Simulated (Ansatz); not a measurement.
In (body-centred tetragonal), relaxed and computed with several functionals in Ansatz (plane waves, PAW).

```tsv
functional	a (Å)	c (Å)	V (Å³/atom)
PBE+D3(BJ)	3.219	5.021	26.02
PBEsol	3.194	4.998	25.50
r²SCAN	3.221	5.052	26.20
LDA	3.151	4.947	24.56
r²SCAN+D4	3.206	5.022	25.80
```

All cells were relaxed under the symmetry of their starts (and spin orders); stability against distortions was not tested throughout. Scalar-relativistic: spin–orbit coupling is off unless named, which matters more the heavier the elements.

Potentials: the later of the program's two PAW sets.

Ansatz (a program for electronic structure) is a plane-wave DFT program.
